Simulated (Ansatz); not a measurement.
Relax this structure to zero stress and force, keeping its symmetry:

```
Fe Co
1.0
     2.46601    0.00000    0.00000
     0.00000    2.46601    0.00000
     0.00000    0.00000    7.06346
Fe Co
1 3
Direct
  0.00000 0.00000 0.00000
  0.50000 0.50000 0.74540
  0.00000 0.00000 0.50000
  0.50000 0.50000 0.25460
```

Method: DFT PBEsol, scalar-relativistic, plane waves, PAW in Ansatz.

Plane waves to 420 eV, a k mesh through Γ of 16×16×6 on the computed 4-atom cell and Gaussian smearing (0.10 eV); collinear spin from starting moments 2.76 1.86 1.91 1.86 μB.

Problem. What does it relax to?

Solution. The volume decreases by 0.12 Å³/atom to 10.62 Å³/atom, and the energy falls by 1.6 meV/atom. The cell ends with a moment of 7.24 μB (only this magnetic start was tried). Final structure:
```
CELL_PARAMETERS angstrom
2.45908 0.00000 0.00000
0.00000 2.45908 0.00000
0.00000 0.00000 7.02537
ATOMIC_POSITIONS crystal
Fe 0.00000 0.00000 0.00000
Co 0.50000 0.50000 0.74339
Co 0.00000 0.00000 0.50000
Co 0.50000 0.50000 0.25661
```

Only parallel moments were tried here.